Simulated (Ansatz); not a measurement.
According to PBEsol in the plane-wave PAW code Ansatz, Ag in the cubic phase (Fd-3m; Ag on 8a, Ag on 16d) relaxes to a = 7.542 Å.

Electronic character: metallic (no gap).

The bulk modulus is 102 GPa. The relaxed-ion elastic constants in GPa are C11 = 129, C12 = 88.7, C44 = 38.4. The elastic constants imply a Debye temperature near 221 K. The highest mode at Γ lies at 291 cm^-1.

The start of the workflow was typed in or built on a structure type; neither database checked (COD, Materials Project) lists it. It is not the phase usual at ambient conditions (space group No. 225). The cell was relaxed with PBEsol under the symmetry of its start. At this level the phase is dynamically unstable (imaginary phonons). The run is not spin-polarised. As this level gives no gap, shear constants depend on the k-mesh and smearing (Fermi–Dirac, 0.1 eV here). As this level gives no gap, phonon frequencies hold no LO–TO term and depend on the k-mesh and smearing (Fermi–Dirac, 0.1 eV here). Spin–orbit coupling is left out wherever it is not named.

Potentials: the later of the program's two PAW sets.
